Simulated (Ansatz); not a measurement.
Values for one crystal, relaxed and computed with the program Ansatz at the r²SCAN level (PAW); other levels are named.

- Volume per atom: 36.50 Å³
- Band gap: 1.67 eV (indirect)
- Gap with spin–orbit coupling: 1.38 eV
- Hole effective mass: 0.20, 0.77, 0.77 mₑ (principal values)
- Valence-band maximum: at X
- Conduction-band minimum: at L (4 equivalent valleys)
- Hole effective mass with spin–orbit coupling: 0.19, 0.75, 0.75 mₑ (principal values)

Question: Pick the material that matches.
A. Cs2ZrF6, P-3m1 (Cs on 2d, Zr on 1a, F on 6i)
B. Cs2AgBiBr6, Fm-3m (Cs on 8c, Ag on 4b, Bi on 4a, Br on 24e)
C. Li6SI2O, Fm-3m (Li on 24e, I on 8c, S on 4a, O on 4b)
D. Mg2H6Os, Fm-3m (Mg on 8c, H on 24e, Os on 4a)

Answer: B, Cs2AgBiBr6, Fm-3m (Cs on 8c, Ag on 4b, Bi on 4a, Br on 24e)

The r²SCAN relaxation kept the symmetry of its start. The run is not spin-polarised. Scalar-relativistic: spin–orbit coupling is off unless named, which matters more the heavier the elements.

Potentials: the later of the program's two PAW sets.
